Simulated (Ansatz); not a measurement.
Input:

Lu2CCl2:
```yaml
crystal:
  lattice:
    - [1.79671, 1.03733, 9.34371]
    - [-1.79671, 1.03733, 9.34371]
    - [0.00000, -2.07466, 9.34371]
  atoms:
    - { symbol: Lu, position: [0.12062, 0.12062, 0.12062] }
    - { symbol: Lu, position: [0.87938, 0.87938, 0.87938] }
    - { symbol: C, position: [0.50000, 0.50000, 0.50000] }
    - { symbol: Cl, position: [0.72580, 0.72580, 0.72580] }
    - { symbol: Cl, position: [0.27420, 0.27420, 0.27420] }
```

This is the r²SCAN-relaxed structure.

All from the program Ansatz at the r²SCAN level (PAW), unless another level is named. Give the formation energy from the elements (no fitted shifts).

-1.79 eV/atom.

And the smallest direct gap on the standard path?

1.37 eV.

Give the band gap.

1.22 eV (indirect).

What about the conduction-band minimum?

at L (3 equivalent valleys).

Space group R-3m. The first step of the workflow began from a Materials Project structure, measured or hypothetical; the Crystallography Open Database copy checked does not list it. Whether it is the stable phase at ambient conditions was not checked. The cell was relaxed with r²SCAN under the symmetry of its start; whether a distortion lowers the energy is not shown. A crystal of weakly bound layers computed without a dispersion correction: the cell and the soft elastic constants depend strongly on that. The references are the lowest solids computed at this level, not always the standard phases (solids in place of the gases). Spin–orbit coupling is left out wherever it is not named.

Potentials: the later of the program's two PAW sets.
